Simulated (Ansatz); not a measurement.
Bi₂KTe₃:
```xyz
6
Lattice="4.7005 0.0000 0.0000 -2.3502 4.0707 0.0000 0.0000 0.0000 11.0684" Properties=species:S:1:pos:R:3 pbc="T T T"
Te     0.0000     2.7138     7.7596
Bi     2.3502     1.3569     9.3284
Te     0.0000     0.0000     0.0000
Bi     0.0000     2.7138     1.7400
Te     2.3502     1.3569     3.3087
K      0.0000     0.0000     5.5342
```

Relaxed with PBE+D3(BJ). Special points in fractions of this cell's reciprocal vectors: Γ (0.000, 0.000, 0.000); M (0.500, 0.000, 0.000); K (0.333, 0.333, 0.000); A (0.000, 0.000, 0.500); L (0.500, 0.000, 0.500); H (0.333, 0.333, 0.500).

Question: List the band energies nearest the Fermi level at these points for DFT-PBE+D3(BJ) with spin–orbit coupling in the program Ansatz with PAW potentials.

Answer: In eV from the Fermi level; about four levels below and three above (degenerate sets whole), none deeper than 8.9 eV; points with the same levels are listed once.

```
k                    below                above
-  -----------------------  -------------------
Γ  -1.26 -1.26 -0.06 -0.06  0.01 0.01 0.49 0.49
M  -1.38 -1.38 -0.07 -0.07  1.29 1.29 1.73 1.73
K  -1.43 -1.43 -1.37 -1.37  0.78 0.78 0.96 0.96
A  -1.19 -1.19 -0.07 -0.07  0.03 0.03 0.59 0.59
L  -1.66 -1.66 -1.28 -1.28  0.00 0.00 1.28 1.28
H  -1.26 -1.26 -1.23 -1.23  0.87 0.87 0.96 0.96
```

Space group P-3m1. The cell is a constructed one: a structure type filled with these elements; neither database checked (COD, Materials Project) lists it. Its standing as an ambient phase is unchecked. The cell was relaxed with PBE+D3(BJ) under the symmetry of its start; of distortions, only those at the zone centre were tested. With an odd number of electrons in the cell and no spin polarisation, the count alone makes it a metal.

Potentials: the later of the program's two PAW sets.
